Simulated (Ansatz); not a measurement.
A: Ni (fcc, Cu type), a = b = c = 3.5188 Å, α = β = γ = 90.00°
B: CdSe (zinc blende), a = b = c = 6.196 Å, α = β = γ = 90.00°
C: CdTe (zinc blende), a = 6.619 Å, b = 6.619 Å, c = 6.619 Å, α = 90.00°, β = 90.00°, γ = 90.00°

Scan: energy against volume (even scaling of the relaxed cell, symmetry kept). All come from one method, each on a k mesh of its own. All were relaxed with their symmetry unable to fall. Relaxed Ni ends ferromagnetic. Spin-orbit coupling is left out. The PAW data are Ansatz's earlier set. Other magnetic orders were not checked, so this need not be the ground state. (This holds for the magnetic or f-shell members.)

Task: Order them by bulk modulus (fitted) (lowest first) at the level PBE (plane waves to 420 eV, PAW, scalar-relativistic; Ansatz, a quantum-chemistry and plane-wave program).

Result: C (35.0 GPa), B (44.7 GPa), A (197 GPa)

(Under strain, the slope of the energy per volume gives the stress and its curvature an elastic modulus.)
